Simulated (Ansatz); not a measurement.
MgCrF$_{6}$ (space group R-3)

```xyz
8
Lattice="2.5117 1.4501 4.4001 -2.5117 1.4501 4.4001 0.0000 -2.9003 4.4001" Properties=species:S:1:pos:R:3 pbc="T T T"
Mg     0.0000     0.0000     6.6002
Cr     0.0000     0.0000     0.0000
F     -1.5949    -0.2810     7.7430
F      1.5949     0.2810     5.4573
F      0.5541     1.5218     7.7430
F     -0.5541    -1.5218     5.4573
F      1.0408    -1.2407     7.7430
F     -1.0408     1.2407     5.4573
```

The slice is a (-1 1 0 4) plane (indices of the conventional cell) through the point (0.349, 0.763, 0.128) (fractional), spanned by u = [1 0 -1] and v = [1 -1 1] in vectors of this cell: u (5.02 Å) and v (7.28 Å, at 90° to u). It covers one period; positions are fractions (u, v).

All values below come from r2SCAN (plane waves to 500 eV, PAW, scalar-relativistic; Ansatz, an electronic-structure program). k mesh 8×8×8. Near the nuclei the fields are pseudised (PAW); where an atom keeps semicore shells as valence, they peak there. MgCrF6 is run spin-polarised and with no Hubbard U. MgCrF6 was relaxed with its symmetry unable to fall. Relaxed MgCrF6 ends ferromagnetic. Other magnetic orders were not checked, so this need not be the ground state.

Q: What is the ELF at the midpoint of the shortest Cr–F line in this plane (1.82 Å)?

A: 0.16.

Q: The ELF has a maximum in the middle third of the Cr–F line. Where, and how high?

A: 0.78, 1.2 Å from Cr.

Q: What is the valence density on the shortest Cr–F line in this plane (1.82 Å), at its midpoint?

A: 0.82 e/Å³.

Q: Sketch the electron localisation function (ELF) on this plane as a map.

A: 
```
|xxxx@@%%++..                  ::##@@xx|
|@@@@%%**::        ..::::..    ..--##@@|
|****++::          ::----::..    ....==|
|....              --====--....--**==::|
|++..              --==++--....##@@@@%%|
|%%::  ......      ..--==::  ::%%xxxxxx|
|##::  ::--::        ::::..  --%%xxxxxx|
|**....--==--..              --##@@xx@@|
|==....--====::              ..::==##%%|
|..  ..--==--::          ..----::....::|
|      ..::::..        ::**%%@@@@%%==..|
|..                  ..++%%@@%%xx@@%%++|
|::                  ::**@@@@xxxxxx@@##|
|--                  ::**@@@@xxxxxx@@%%|
|::                  ..++%%@@@@@@@@@@##|
|        ....          ::++%%@@@@@@##--|
|      ..::::..          ..--++==::    |
|    ..::----::                  ......|
|::    ::----..                ::======|
|==    ..::::..                ==xxxxxx|
|==    ......        ..::..    ==xxxxxx|
|--                ..::::..    ====xx==|
|                  ::--::..    ..----::|
|..::..            ..::::..            |
|%%%%**--          ......        ::++%%|
|@@@@%%##--                    ::##@@@@|
|xxxx@@%%++..                  ==%%@@xx|
|xxxx@@@@**::                  ==%%@@xx|
```
Scale: ten equal steps from 0.00 (start of ' ') to 0.85 (end of '@'), in the order ' .:-=+*#%@'. Values: electron localisation function (ELF). The map has 19 points along u (two characters each, u = 0 at the left) and 28 along v (v = 0 in the bottom row). Points within 0.4 Å of a nucleus are blanked (x), as the pseudised field means little there.
